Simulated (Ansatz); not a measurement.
A generator proposed this cell of Cd2SnO3.

```yaml
crystal:
  lattice:
    - [2.43754, -5.15705, 0.00000]
    - [2.43754, 5.15705, 0.00000]
    - [0.00000, 0.00000, 3.83869]
  atoms:
    - { symbol: Cd, position: [0.65497, 0.34503, 0.50000] }
    - { symbol: Cd, position: [0.34503, 0.65497, 0.50000] }
    - { symbol: Sn, position: [0.00000, 0.00000, 0.00000] }
    - { symbol: O, position: [0.14539, 0.85461, 0.50000] }
    - { symbol: O, position: [0.85461, 0.14539, 0.50000] }
    - { symbol: O, position: [0.50000, 0.50000, 0.00000] }
```

These are results of DFT PBE, scalar-relativistic, plane waves, PAW in Ansatz 0.2.0, not measurements. Plane waves to 420 eV, a k mesh through Γ of 4×4×4 on the computed 6-atom cell and Gaussian smearing (0.10 eV); no spin polarisation.

Energies over the elements count from the elements' standard structures at the same level (O₂ as a molecule), with no fitted energy shifts. The references include grey tin.

Question: Estimate its pressure, forces and energy as it stands.

Answer: The pressure is 2.7 GPa (the mean over three directions, positive in compression), the largest force is 1.67 eV/Å, and the energy is −0.84 eV/atom against the elements. The shortest distance is 2.06 Å.

Question: Is it a good guess?

Answer: A good one: relaxing gains under 0.1 eV/atom (the start's value is from the coarse mesh, so the gain is rough) in 14 ionic steps and ends at −0.87 eV/atom on the finer mesh. The symmetry stays Cmmm (No. 65). The volume per atom stays near 16.1 Å³. The shortest distance goes from 2.06 Å (Cd–O) to 2.20 Å (Cd–O). Conventional cell: a = 4.894 Å, b = 10.781 Å, c = 3.651 Å. Around Cd lie 1 O at 2.20 Å and 4 O at 2.43–2.45 Å; Sn has 6 O at 2.42–2.45 Å; O on a site of symmetry m2m is surrounded by 1 Cd at 2.20 Å, 2 Sn at 2.42 Å and 2 Cd at 2.45 Å; 1 more site not described.

The last run used an 8×8×10 mesh (in the run's order of axes) for its 6-atom cell and Gaussian smearing of 0.10 eV. The relaxation can't lower the symmetry of the start, and the grade says only how near the guess is to its own end. A structure relaxed within its symmetry needn't be a true minimum. Another cell of Cd2SnO3 relaxed alike, in P4mm, lies 145 meV/atom lower, so this cell isn't the stable form at this level.
